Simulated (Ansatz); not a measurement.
Ca3SnO (anti-perovskite, Pm-3m) under volume change, DFT-LDA in the program Ansatz with PAW potentials, scaled uniformly.

```json
[
 {"V (Å³/atom)": "18.968", "E − E(relaxed) (meV/atom)": "41.5", "P (GPa)": "7.70"},
 {"V (Å³/atom)": "19.593", "E − E(relaxed) (meV/atom)": "17.4", "P (GPa)": "4.71"},
 {"V (Å³/atom)": "20.218", "E − E(relaxed) (meV/atom)": "4.1", "P (GPa)": "2.17"},
 {"V (Å³/atom)": "20.844", "E − E(relaxed) (meV/atom)": "0.0", "P (GPa)": "0.00"},
 {"V (Å³/atom)": "21.469", "E − E(relaxed) (meV/atom)": "3.7", "P (GPa)": "-1.86"},
 {"V (Å³/atom)": "22.094", "E − E(relaxed) (meV/atom)": "14.1", "P (GPa)": "-3.44"},
 {"V (Å³/atom)": "22.719", "E − E(relaxed) (meV/atom)": "30.3", "P (GPa)": "-4.79"}
]
```

What does a third-order Birch–Murnaghan fit give for V₀, B₀ and B′?

V₀ = 20.84 Å³/atom, B₀ = 66.8 GPa, B′ = 4.2.

The first step of the workflow began from a Materials Project structure, measured or hypothetical; the Crystallography Open Database files this formula in space group No. 221, but the cells were not matched. Its standing as an ambient phase is unchecked. Symmetry was held in the LDA relaxation; of distortions, only those at the zone centre were tested. Spin–orbit coupling is left out wherever it is not named.

Potentials: the later of the program's two PAW sets.
